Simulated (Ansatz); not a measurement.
Here is the system:

GaAs:
```cif
data_As4Ga4
_chemical_formula_sum 'Ga4 As4'
_space_group_name_H-M_alt 'F-43m'
_space_group_IT_number 216
_space_group_name_Hall 'F -4 2 3'
_cell_length_a 5.65926
_cell_length_b 5.65926
_cell_length_c 5.65926
_cell_angle_alpha 90.000
_cell_angle_beta 90.000
_cell_angle_gamma 90.000
loop_
_atom_site_label
_atom_site_type_symbol
_atom_site_symmetry_multiplicity
_atom_site_Wyckoff_symbol
_atom_site_fract_x
_atom_site_fract_y
_atom_site_fract_z
_atom_site_occupancy
Ga1 Ga 4 a 0.00000 0.00000 0.00000 1
As1 As 4 c 0.25000 0.25000 0.25000 1
```
(The calculation used a cell of 2 atoms; values per cell refer to that cell.)

This is the PBEsol-relaxed structure.

All from PBEsol (plane waves, PAW; program Ansatz), unless another level is named. Estimate the band gap.

0.42 eV (direct).

Next, the HSE06 gap on the PBEsol cell?

1.40 eV.

Next, the hole effective mass, band 2 of 3 at the edge?

0.34 along [100], 0.34 along [110], 0.80 along [111] (mₑ).

Predict the gap with spin–orbit coupling.

0.31 eV.

Predict the valence-band maximum.

at Γ.

The cell was relaxed with PBEsol under the symmetry of its start. Scalar-relativistic: spin–orbit coupling is off unless named, which matters more the heavier the elements.

Potentials: the earlier of the program's two PAW sets. The files were generated under PBE; for other functionals the program regenerates the frozen cores, and for LDA and PBEsol the local potential too.
